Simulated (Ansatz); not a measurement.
The relaxed structure here is a generated cell of BAs: the first start was made by placing the elements on the sites of a structure type, and the end was not matched to a known phase here, so it may be hypothetical. Known forms of BAs include space group No. 216.

The end point of a relaxation of BAs. Space group P6₂22 (No. 180). All values below come from r2SCAN (plane waves to 500 eV, PAW, scalar-relativistic; Ansatz, an electronic-structure program).

Space group P6₂22 (No. 180); a = b = 3.4467 Å, c = 7.4599 Å, α = β = 90.00°, γ = 120.00°

```csv
atom,site,symmetry,x,y,z
B,3d,222,0.5000,0.0000,0.5000
As,3c,222,0.5000,0.0000,0.0000
```

What band gap does r2SCAN give?

0.67 eV, indirect (valence top at Γ, conduction bottom at M) (no spin-orbit coupling).

What is the computed smallest direct gap (r2SCAN)?

2.52 eV at Γ.

No spin polarisation in the result.

The run could not lose the symmetry of its start, so the end can be a saddle point.
